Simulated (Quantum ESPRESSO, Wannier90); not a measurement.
# TaAs (I4₁md): Wannier90 run

```
begin unit_cell_cart
ang
    0.0000000000   -3.4436300000    0.0000000000
    3.4436300000    0.0000000000    0.0000000000
   -1.7218150000    1.7218150000    5.8679400000
end unit_cell_cart
begin atoms_frac
Ta   0.2499700000 -0.2500300000  0.4999400000
Ta   0.4999700000  0.4999700000 -0.0000600000
As  -0.1673700000  0.3326300000 -0.3347400000
As   0.0826300000  0.0826300000  0.1652600000
end atoms_frac
```

Structure: Materials Project mp-1936, symmetrised, not relaxed again. Not found in the COD (Crystallography Open Database) copy used; not checked further. Method: PBEsol plane waves in Quantum ESPRESSO 7.5 (PseudoDojo norm-conserving files, 68 Ry, spinors with spin-orbit coupling), Bloch states on a 4×4×4 mesh through Γ, Wannier90 4.0.1. Density: 10×10×10 mesh, cold smearing 0.01 Ry.

A tight-binding model is made by disentanglement and projection with no localisation steps (num_iter = 0), so the 52 orbitals stay atom-like: hydrogen-like Ta: s;p;d; As: s;p, axes along x, y, z; frozen window up to 3.00 eV relative to the Fermi level. It follows pw.x to 21 meV rms for states up to 1.0 eV relative to the Fermi level. Matrix elements depend on this choice of orbitals and windows.

The 45 largest hoppings ⟨m,0|H|n,R⟩ between different sites (one of each Hermitian pair; signs follow the real orbitals' lobes; the list may end inside a set of equal values):

```tsv
m	n	R	distance of the centres (Å)	t (eV)	Im t (eV)
As3 py↑	Ta2 pz↑	0 0 0	2.69	-1.741	0.000
As3 py↓	Ta2 pz↓	0 0 0	2.69	-1.741	0.000
As4 px↑	Ta1 pz↑	0 0 0	2.69	-1.741	0.000
As4 px↓	Ta1 pz↓	0 0 0	2.69	-1.741	0.000
As4 px↑	Ta1 pz↑	0 1 0	2.69	1.741	0.000
As4 px↓	Ta1 pz↓	0 1 0	2.69	1.741	0.000
Ta2 pz↑	As3 py↑	1 0 0	2.69	1.741	0.000
Ta2 pz↓	As3 py↓	1 0 0	2.69	1.741	0.000
As3 pz↑	Ta2 py↑	0 0 0	2.68	-1.668	0.000
As3 pz↓	Ta2 py↓	0 0 0	2.68	-1.668	0.000
As4 pz↑	Ta1 px↑	0 0 0	2.68	-1.668	0.000
As4 pz↓	Ta1 px↓	0 0 0	2.68	-1.668	0.000
As4 pz↑	Ta1 px↑	0 1 0	2.68	1.668	0.000
As4 pz↓	Ta1 px↓	0 1 0	2.68	1.668	0.000
Ta2 py↑	As3 pz↑	1 0 0	2.68	1.668	0.000
Ta2 py↓	As3 pz↓	1 0 0	2.68	1.668	0.000
As3 pz↑	Ta2 s↑	0 0 0	2.70	-1.655	0.000
As3 pz↓	Ta2 s↓	0 0 0	2.70	-1.655	0.000
As4 pz↑	Ta1 s↑	0 0 0	2.70	-1.655	0.000
As4 pz↓	Ta1 s↓	0 0 0	2.70	-1.655	0.000
As4 pz↑	Ta1 s↑	0 1 0	2.70	-1.655	0.000
As4 pz↓	Ta1 s↓	0 1 0	2.70	-1.655	0.000
Ta2 s↑	As3 pz↑	1 0 0	2.70	-1.655	0.000
Ta2 s↓	As3 pz↓	1 0 0	2.70	-1.655	0.000
As3 pz↑	Ta2 dyz↑	0 0 0	2.73	1.602	0.000
As3 pz↓	Ta2 dyz↓	0 0 0	2.73	1.602	0.000
As4 pz↑	Ta1 dxz↑	0 0 0	2.73	1.602	0.000
As4 pz↓	Ta1 dxz↓	0 0 0	2.73	1.602	0.000
As4 pz↑	Ta1 dxz↑	0 1 0	2.73	-1.602	0.000
As4 pz↓	Ta1 dxz↓	0 1 0	2.73	-1.602	0.000
Ta2 dyz↑	As3 pz↑	1 0 0	2.73	-1.602	0.000
Ta2 dyz↓	As3 pz↓	1 0 0	2.73	-1.602	0.000
As4 px↑	Ta2 py↑	0 0 0	2.63	-1.549	0.046
As4 px↓	Ta2 py↓	0 0 0	2.63	-1.549	-0.046
Ta1 px↑	As3 py↑	0 0 1	2.63	1.549	0.046
Ta1 px↓	As3 py↓	0 0 1	2.63	1.549	-0.046
As3 py↑	Ta1 px↑	0 1 -1	2.63	-1.549	-0.046
As3 py↓	Ta1 px↓	0 1 -1	2.63	-1.549	0.046
Ta2 py↑	As4 px↑	0 1 0	2.63	1.549	-0.046
Ta2 py↓	As4 px↓	0 1 0	2.63	1.549	0.046
Ta1 px↑	As3 py↑	1 -1 1	2.63	1.549	0.046
Ta1 px↓	As3 py↓	1 -1 1	2.63	1.549	-0.046
Ta2 py↑	As4 px↑	1 0 0	2.63	1.549	-0.046
Ta2 py↓	As4 px↓	1 0 0	2.63	1.549	0.046
Ta1 px↑	As3 py↑	1 0 1	2.63	-1.549	0.046
```
